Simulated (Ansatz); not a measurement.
**From three elastic constants to directional properties of VRu**

Computed with DFT LDA, scalar-relativistic, plane waves, PAW in Ansatz. Plane waves to 420 eV; Γ-centred k mesh 14×14×14; Fermi-Dirac smearing of 0.15 eV. No spin polarisation.

Relaxed structure:
```
V Ru
1.0
     2.95136    0.00000    0.00000
     0.00000    2.95136    0.00000
     0.00000    0.00000    2.95136
V Ru
1 1
Direct
  0.50000 0.50000 0.50000
  0.00000 0.00000 0.00000
```

In a metal, frequencies and elastic constants depend on the k mesh and the smearing, soft modes and shear constants most.

With ions relaxed, on the cubic axes: C11 = 364.1, C12 = 248.3, C44 = 108.4 GPa. The density is 9.819 g/cm³.

Question: Is the crystal stable against strain, and how anisotropic is it?

Answer: Born's conditions hold: C11 + 2C12 = 860.6, C11 − C12 = 115.8 and C44 = 108.4 GPa are all positive. B = (C11 + 2C12)/3 = 286.9 GPa. The two shear moduli are C44 and C′ = (C11 − C12)/2 = 57.9 GPa, so Zener's ratio is A = C44/C′ = 1.87: the tetragonal shear C′ is the soft one, as in many fcc and bcc metals and zincblende crystals. The Cauchy pressure C12 − C44 is 139.8 GPa; it would vanish for pair forces between atoms on inversion centres at zero pressure, and a positive value is usual with metallic or many-body binding.

Question: Give the sound speeds along the three symmetry directions.

Answer: The Christoffel equation gives ρv² for each branch:
| direction | branch | ρv² | GPa | v (m/s) |
| --- | --- | --- | --- | --- |
| [100] | L | C11 | 364.1 | 6089 |
| [100] | T (×2) | C44 | 108.4 | 3323 |
| [110] | L | (C11 + C12 + 2C44)/2 | 414.6 | 6498 |
| [110] | T, u ∥ [001] | C44 | 108.4 | 3323 |
| [110] | T, u ∥ [1-10] | (C11 − C12)/2 | 57.9 | 2428 |
| [111] | L | (C11 + 2C12 + 4C44)/3 | 431.5 | 6629 |
| [111] | T (×2) | (C11 − C12 + C44)/3 | 74.7 | 2759 |

Question: How does Young's modulus depend on direction?

Answer: Inverting gives S11 = 6.144, S12 = -2.491, S44 = 9.222 TPa⁻¹. Along a unit vector (l, m, n), 1/E = S11 − 2(S11 − S12 − S44/2)(l²m² + m²n² + n²l²), where the last bracket is 0, 1/4 and 1/3 for [100], [110] and [111]: E = 163, 242 and 289 GPa. With A > 1 the body diagonal is stiffest. For a film on (001), the biaxial modulus is C11 + C12 − 2C12²/C11 = 274 GPa and the normal strain is −2C12/C11 = -1.36 times the in-plane one.